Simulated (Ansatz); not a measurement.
Nb3Sn:
Space group Pm-3n (No. 223); a = 5.258 Å, b = 5.258 Å, c = 5.258 Å, α = 90.00°, β = 90.00°, γ = 90.00°

```tsv
atom	site	symmetry	x	y	z
Nb	6c	-4m.2	0.0000	0.5000	0.2500
Sn	2a	m-3.	0.0000	0.0000	0.0000
```

Relaxed with PBEsol.

Problem. Which orbitals make up the states near the Fermi level in PBEsol (plane waves, PAW; program Ansatz)?

Solution. Within 0.5 eV of the Fermi level: Nb 4d 86 %, Sn 5p 6 %. Projections are on Löwdin-orthogonalised atomic valence shells; empty p or d shells of many metals are not among them.

Problem. Tabulate the density of states.

Solution. States/eV per cell of 8 atoms, in 0.25 eV bins, energy from the Fermi level.

```csv
E (eV),total,Nb 4d,Sn 5p,Nb 5s
-7.85,6.32,1.97,0.02,0.60
-7.60,0.22,0.07,0.00,0.01
-7.35,0.00,0.00,0.00,0.00
-7.10,0.00,0.00,0.00,0.00
-6.85,0.00,0.00,0.00,0.00
-6.60,0.00,0.00,0.00,0.00
-6.35,0.00,0.00,0.00,0.00
-6.10,0.00,0.00,0.00,0.00
-5.85,0.00,0.00,0.00,0.00
-5.60,0.00,0.00,0.00,0.00
-5.35,0.00,0.00,0.00,0.00
-5.10,0.01,0.00,0.00,0.00
-4.85,0.72,0.21,0.24,0.20
-4.60,4.00,1.37,1.22,1.03
-4.35,6.57,2.32,2.02,1.61
-4.10,2.96,1.06,0.97,0.69
-3.85,1.61,0.70,0.53,0.28
-3.60,5.57,3.01,1.72,0.62
-3.35,7.60,4.40,2.27,0.67
-3.10,6.54,3.99,1.97,0.39
-2.85,7.85,5.28,2.10,0.28
-2.60,6.03,4.10,1.59,0.19
-2.35,4.11,3.10,0.59,0.29
-2.10,7.02,5.88,0.56,0.38
-1.85,14.94,12.59,1.17,0.63
-1.60,9.60,8.23,0.76,0.28
-1.35,6.58,5.78,0.40,0.20
-1.10,6.76,6.04,0.27,0.27
-0.85,3.11,2.70,0.15,0.11
-0.60,11.89,10.36,0.74,0.24
-0.35,10.25,8.87,0.60,0.33
-0.10,14.58,12.26,0.99,0.65
0.15,5.94,5.12,0.35,0.18
0.40,2.11,1.95,0.06,0.03
0.65,2.98,2.74,0.10,0.02
0.90,3.81,3.44,0.18,0.03
1.15,4.44,3.97,0.24,0.05
1.40,4.47,4.00,0.23,0.08
1.65,4.57,4.07,0.22,0.11
1.90,5.10,4.50,0.24,0.13
2.15,6.37,5.63,0.29,0.15
2.40,8.51,7.58,0.42,0.14
2.65,9.03,8.07,0.36,0.19
2.90,12.11,10.42,0.52,0.42
3.15,10.65,8.93,0.49,0.47
```

The cell was relaxed with PBEsol under the symmetry of its start; of distortions, only those at the zone centre were tested. No spin polarisation was allowed. Spin–orbit coupling is left out wherever it is not named.

Potentials: the earlier of the program's two PAW sets.
